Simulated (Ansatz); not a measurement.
Cu2O:
```
CELL_PARAMETERS angstrom
      4.28261     0.00000     0.00000
      0.00000     4.28261     0.00000
      0.00000     0.00000     4.28261
ATOMIC_POSITIONS crystal
  Cu 0.25000 0.25000 0.75000
  Cu 0.25000 0.75000 0.25000
  Cu 0.75000 0.75000 0.75000
  Cu 0.75000 0.25000 0.25000
  O  0.50000 0.50000 0.50000
  O  0.00000 0.00000 0.00000
```

Relaxed with HSE06.

**Question.** Give the Bader charges and basin volumes of the independent atoms, DFT-HSE06 in the program Ansatz with PAW potentials.

**Answer.** 

```csv
atom,Bader charge (e),Bader volume (Å³)
Cu1,+0.58,14.2
O5,-1.15,10.9
```

Space group Pn-3m. Symmetry was held in the HSE06 relaxation. The run is not spin-polarised.

Potentials: the earlier of the program's two PAW sets. The files were generated under PBE; for other functionals the program regenerates the frozen cores, and for LDA and PBEsol the local potential too.
